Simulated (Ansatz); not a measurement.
Task: Each is relaxed and computed with PBEsol in the plane-wave PAW code Ansatz. Which is the only one with a gap?
A) NbSi2, P6_222 (Nb on 3d, Si on 6j)
B) Cr2SiC, P6_3/mmc (Cr on 4f, Si on 2d, C on 2a)
C) TaSi2, MoSi2 or CaC2 type
D) SiC, P6_222 (Si on 3d, C on 3c)

Result: D, SiC, P6_222 (Si on 3d, C on 3c). SiC: gap 0.77 eV (indirect); NbSi2: metal; Cr2SiC: metal; TaSi2: metal. Spin orders computed, not proven ground states: Cr2SiC, P6_3/mmc (Cr on 4f, Si on 2d, C on 2a) ferromagnetic. Constructed cells (a structure type filled with these elements, in neither database checked): TaSi2, MoSi2 or CaC2 type. Typed or built starts, not in the databases checked: SiC, P6_222 (Si on 3d, C on 3c). Not the usual ambient phase: SiC, P6_222 (Si on 3d, C on 3c). Standing as an ambient phase not checked: Cr2SiC, P6_3/mmc (Cr on 4f, Si on 2d, C on 2a). All cells were relaxed under the symmetry of their starts (and spin orders); stability against distortions was not tested throughout. Rows with no word on spin ran without spin polarisation. Scalar-relativistic: spin–orbit coupling is off unless named, which matters more the heavier the elements.

Potentials: the later of the program's two PAW sets.
